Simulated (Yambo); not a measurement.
G0W0@LDA for NaCaIrH₆ (space group F-43m, No. 216) in Yambo. Reference settings: 4×4×4 Γ-centred k mesh, bands 6 to 140 and a 7 Ry block in the screening, 140 bands in G with the Bruneval-Gonze terminator, plasmon pole fitted at 27.2 eV. The LDA gap W → X on this mesh is 3.18 eV; G0W0 gaps are taken between the same points.

The settings were changed. The gap went from 4.79 eV to 3.67 eV, and the shift of the valence edge from -0.53 eV to 2.49 eV.

Problem. Which change was made?
A. 37 bands in W, 37 bands in G, 3 Ry block
B. 37 bands in W, 37 bands in G, 4 Ry block
C. exchange cut at 5 Ry
D. 37 bands in W, 37 bands in G, 2 Ry block

Solution. C, exchange cut at 5 Ry. The others gave (gap, valence shift): 37 bands in W, 37 bands in G, 2 Ry block: 4.79, -0.05 eV; 37 bands in W, 37 bands in G, 3 Ry block: 4.82, -0.05 eV; 37 bands in W, 37 bands in G, 4 Ry block: 4.81, -0.05 eV.

Spin-orbit coupling is not included.

Geometry of the Materials Project entry, not relaxed at this level; primitive cell a = 5.1096 Å, b = 5.1096 Å, c = 5.1096 Å, α = 60.00°, β = 60.00°, γ = 60.00°.

The structure is a Materials Project entry; no match was found in the copy of COD used, and its stability was not checked.

A shift is the quasiparticle energy of the state minus its LDA energy.
